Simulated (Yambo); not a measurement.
BaCuSF (space group P4/nmm, No. 129), G0W0@LDA in Yambo; all else as in the reference (4×4×1 Γ-centred k mesh, bands 9 to 182 and a 6 Ry block in the screening, 182 bands in G with the Bruneval-Gonze terminator, plasmon pole fitted at 27.2 eV). One parameter is varied: the cutoff of the wavefunctions in Yambo, over 10, 20, 30, 50, 92 Ry.

Question: From which value on does the gap Γ → Γ stay within 0.05 eV of the largest setting?

Answer: From 50 Ry on.
```tsv
cutoff of the wavefunctions in Yambo (Ry)	G0W0 gap (eV)	valence shift (eV)
10	2.27	0.20
20	2.22	0.26
30	2.52	-0.21
50	2.75	-0.56
92	2.77	-0.58
```
The last step of the sweep still moves the gap by 12 meV; the other settings are held fixed.

Geometry of the Materials Project entry, not relaxed at this level; primitive cell a = b = 4.130 Å, c = 9.106 Å, α = β = γ = 90.00°.

The structure is a Materials Project entry; no match was found in the copy of COD used, and its stability was not checked.

A shift is the quasiparticle energy of the state minus its LDA energy.
